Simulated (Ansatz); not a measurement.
BeSe, first-principles data

BeSe:
```cif
data_Be6Se6
_chemical_formula_sum 'Be6 Se6'
_space_group_name_H-M_alt 'P 1'
_space_group_IT_number 1
_cell_length_a 6.38083
_cell_length_b 6.38083
_cell_length_c 6.38083
_cell_angle_alpha 90.000
_cell_angle_beta 90.000
_cell_angle_gamma 90.000
loop_
_space_group_symop_operation_xyz
  'x, y, z'
loop_
_atom_site_label
_atom_site_type_symbol
_atom_site_fract_x
_atom_site_fract_y
_atom_site_fract_z
_atom_site_occupancy
Be1 Be 0.25000 0.00000 0.50000 1
Be2 Be 0.50000 0.25000 0.00000 1
Be3 Be 0.50000 0.75000 0.00000 1
Be4 Be 0.75000 0.00000 0.50000 1
Be5 Be 0.00000 0.50000 0.75000 1
Be6 Be 0.00000 0.50000 0.25000 1
Se1 Se 0.25000 0.50000 0.00000 1
Se2 Se 0.00000 0.25000 0.50000 1
Se3 Se 0.00000 0.75000 0.50000 1
Se4 Se 0.75000 0.50000 0.00000 1
Se5 Se 0.50000 0.00000 0.75000 1
Se6 Se 0.50000 0.00000 0.25000 1
```

Space group Pm-3n (No. 223); conventional cell a = b = c = 6.3808 Å, α = β = γ = 90.00°.

Method: DFT-PBE in the program Ansatz with PAW potentials. The cell and atoms are relaxed at this level. Other levels are named where they apply.

**Cell and energy**

* **Volume per atom**: 21.65 Å³
* **Density**: 3.37 g/cm³
* **Formation energy from the elements (no fitted shifts)**: -0.64 eV/atom

**Electronic structure**

* **Band gap**: 2.69 eV (indirect)
* **Valence-band maximum**: at Γ
* **Conduction-band minimum**: on the Γ–X line, 79 % of the way from Γ (6 equivalent valleys)
* **Smallest direct gap on the standard path**: 2.85 eV
* **Electron effective mass**: 0.46, 0.46, 0.74 mₑ (principal values)
* **Electron effective mass with spin–orbit coupling**: 0.46, 0.46, 0.74 mₑ (principal values)
* **Hole effective mass, band 1 of 3 at the edge**: 2.7 along [100], 2.7 along [110], 0.46 along [111] (mₑ)
* **Hole effective mass, band 2 of 3 at the edge**: 2.7 along [100], 0.33 along [110], 0.46 along [111] (mₑ)
* **Hole effective mass, band 3 of 3 at the edge**: 0.14 along [100], 0.23 along [110], 0.28 along [111] (mₑ)
* **Hole effective mass with spin–orbit coupling, band 1 of 2 at the edge**: 2.5 along [100], 0.69 along [110], 0.46 along [111] (mₑ)
* **Hole effective mass with spin–orbit coupling, band 2 of 2 at the edge**: 0.20 along [100], 0.26 along [110], 0.31 along [111] (mₑ)
* **Gap with spin–orbit coupling**: 2.62 eV

**Mechanics**

Bulk modulus (Birch–Murnaghan fit): 58.1 GPa
Pressure derivative B′: 3.8

The start of the workflow was typed in or built on a structure type; neither database checked (COD, Materials Project) lists it. COD files the formula under space group No. 216. Whether it is the stable phase at ambient conditions was not checked. The PBE relaxation kept the symmetry of its start; whether a distortion lowers the energy is not shown. The volume moved by 20 % from the start of the relaxation. The references are the lowest solids computed at this level, not always the standard phases. Spin–orbit coupling is left out wherever it is not named.

Potentials: the earlier of the program's two PAW sets.
